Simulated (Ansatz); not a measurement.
**CaCuF4 in Ansatz, relaxation**

input.yaml:

```yaml
crystal:
  lattice:
    - [0.0, 5.391404, 0.0]
    - [5.391404, 0.0, 0.0]
    - [2.695702, 2.695702, -5.173823]
  atoms:
    - { symbol: Ca, position: [0.25, 0.25, 0.5] }
    - { symbol: Ca, position: [0.75, 0.75, 0.5] }
    - { symbol: Cu, position: [0.5, 0.0, 0.0] }
    - { symbol: Cu, position: [0.0, 0.5, 0.0] }
    - { symbol: F, position: [0.8038, 0.3038, 0.7438] }
    - { symbol: F, position: [0.3038, 0.4524, 0.7438] }
    - { symbol: F, position: [0.4524, 0.9524, 0.7438] }
    - { symbol: F, position: [0.9524, 0.8038, 0.7438] }
    - { symbol: F, position: [0.6962, 0.5476, 0.2562] }
    - { symbol: F, position: [0.1962, 0.6962, 0.2562] }
    - { symbol: F, position: [0.0476, 0.1962, 0.2562] }
    - { symbol: F, position: [0.5476, 0.0476, 0.2562] }
  symmetry: { tolerance: 0.0003 }
kpoints:
  mp_grid: { grid: [5, 5, 5], shift: [0, 0, 0] }
magnetization:
  spin_polarized: false
scf:
  occupations: { method: fermi_dirac, width: 0.0358 }
  lower_state_search: "off"
hamiltonian:
  pseudopotentials: { kind: paw }
  xc: r2scan
basis:
  ecutwfc: 500
  fft_grid_basis: typed
relax:
  max_steps: 60
  cell: { p_target: 20.0 }
  f_tol: 0.03
output:
  forces: true
  stress: true
  eigenvalues: true
  bader: true
  populations: true
  elf: true
  write_potential: true
  volumetric_format: npy
  dos:
    e_range: [-12, 8]
    de: 0.05
    projected: { site_lists: { Ca: [Ca], Cu: [Cu], F: [F] } }
  write_density: true
checkpoint:
  read: saved_state
```

The command:

```bash
ansatz run input.yaml --threads 2 --pin off --max-ram 2560MiB --backend cpu --events-out ev --progress --plain --runs-dir out
```

Origin of the cell: a database entry, scaled a little.

The saved state is a converged single point of the same cell.

Steps («new basis» is an SCF on plane waves selected anew at the same cell):

```csv
step,ΔH (meV/atom),max force component (eV/Å),P (GPa),volume (Å³),SCF iterations,step was
1,0.0,0.134,0.07,150.39,8,accepted
2,-135.2,0.344,16.62,130.48,9,accepted
3,-141.3,0.064,20.82,127.18,9,accepted
4,-141.7,0.031,20.13,127.60,7,accepted
5,-141.8,0.017,19.96,127.52,8,accepted
6,-141.8,0.000,20.00,127.56,8,accepted
7,-139.3,0.000,20.07,127.56,9,new basis
8,-139.3,0.000,20.00,127.61,7,accepted
9,-139.3,0.000,20.00,127.61,2,new basis
```

Before:

Space group I4/mcm (No. 140); the run's cell has a = 5.391 Å, b = 5.391 Å, c = 6.427 Å, α = 65.20°, β = 65.20°, γ = 90.00°. Shortest distances: Cu–F 1.88 Å, Ca–F 2.35 Å, F–F 2.65 Å.

The relaxed structure.

Space group I4/mcm (No. 140); the run's cell has a = 5.080 Å, b = 5.080 Å, c = 6.111 Å, α = 65.44°, β = 65.44°, γ = 90.00°. Shortest distances: Cu–F 1.85 Å, Ca–F 2.21 Å, F–F 2.51 Å, Ca–Cu 3.54 Å, Ca–Ca 3.59 Å, Cu–Cu 3.59 Å.

```xyz
12
Lattice="0.0000 5.0805 0.0000 5.0805 0.0000 0.0000 2.5402 2.5402 -4.9438" Properties=species:S:1:pos:R:3 pbc="T T T"
Ca    2.5402    2.5402   -2.4719
Ca    5.0805    5.0805   -2.4719
Cu    0.0000    2.5402    0.0000
Cu    2.5402    0.0000    0.0000
F     3.4990    6.0392   -3.6896
F     4.1218    3.4990   -3.6896
F     6.6620    4.1218   -3.6896
F     6.0392    6.6620   -3.6896
F     3.4990    4.1218   -1.2542
F     4.1218    1.5815   -1.2542
F     1.5815    0.9587   -1.2542
F     0.9587    3.4990   -1.2542
```

```
Enthalpy lowered by     : 139.3 meV/atom
Volume change           : -15.15 %
Final pressure          : 20.00 GPa
Relaxation steps listed : 9
```

Caveats: no moments, though an odd count or open d shells may carry them; the relaxation held the start's symmetry, so the end may be a saddle point.

The run took 180 s of wall time on 2 CPU thread(s) of a shared host, from a saved density.
